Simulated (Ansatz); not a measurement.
## Is this SbP structure stable?

The cell was found from a structure generator's guess, not taken from experiment.

Level of theory: DFT PBE, scalar-relativistic, plane waves, PAW in Ansatz. Settings of the last relaxation (2-atom cell): 420 eV, 18×18×18 k points, Gaussian smearing of 0.10 eV, no spin polarisation.

```cif
data_structure
_symmetry_space_group_name_H-M 'P 1'
_symmetry_Int_Tables_number 1
_cell_length_a 4.1836
_cell_length_b 4.1836
_cell_length_c 4.1836
_cell_angle_alpha 56.618
_cell_angle_beta 56.618
_cell_angle_gamma 56.618
_cell_volume 47.73
loop_
_atom_site_label
_atom_site_type_symbol
_atom_site_fract_x
_atom_site_fract_y
_atom_site_fract_z
_atom_site_occupancy
Sb1 Sb 0.51874 0.51874 0.51874 1
P1 P 0.98051 0.98051 0.98051 1
```

Formation energies are uncorrected and refer to the elements' standard structures at the same level. The references include black phosphorus.

Question: These tests were run: energy against the elements; phonons at Γ. What do they show?

Answer:

| test | result |
| --- | --- |
| energy against the elements | +0.07 eV/atom |
| phonons at Γ | lowest optical mode 170 cm⁻¹ |

It fails one test: energy against the elements. It may still be a metastable minimum.

Spin–orbit coupling, which can matter for Sb, is left out. The reference form of P is held partly by dispersion forces, which this level lacks. The run for the phonons used an 18×18×18 k mesh and Fermi–Dirac smearing of 0.15 eV.
